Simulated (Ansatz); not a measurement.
Pd:
```yaml
crystal:
  lattice:
    - [0.00000, 1.91950, 1.91950]
    - [1.91950, 0.00000, 1.91950]
    - [1.91950, 1.91950, 0.00000]
  atoms:
    - { symbol: Pd, position: [0.00000, 0.00000, 0.00000] }
```

Relaxed with LDA (plane waves, PAW; program Ansatz). Indices refer to the conventional cell of Fm-3m, a = b = c = 3.839 Å, α = β = γ = 90.00°.

Task: Simulate the powder diffraction pattern (Cu Kα, λ = 1.54184 Å; lines above 1 %) up to 2θ = 90°.

Result: Simulated powder pattern, Cu Kα, λ = 1.54184 Å (kinematic, ideal powder, no thermal factors, no anomalous dispersion; the 30 strongest lines at most, above 1 %, up to 2θ = 90°):

```tsv
2θ (°)	d (Å)	I/Imax (%)	hkl
40.71	2.216	100	(111)
47.36	1.919	47	(200)
69.22	1.357	29	(220)
83.52	1.158	34	(311)
88.16	1.108	10	(222)
```

The LDA relaxation kept the symmetry of its start. The run is not spin-polarised.

Potentials: the later of the program's two PAW sets.
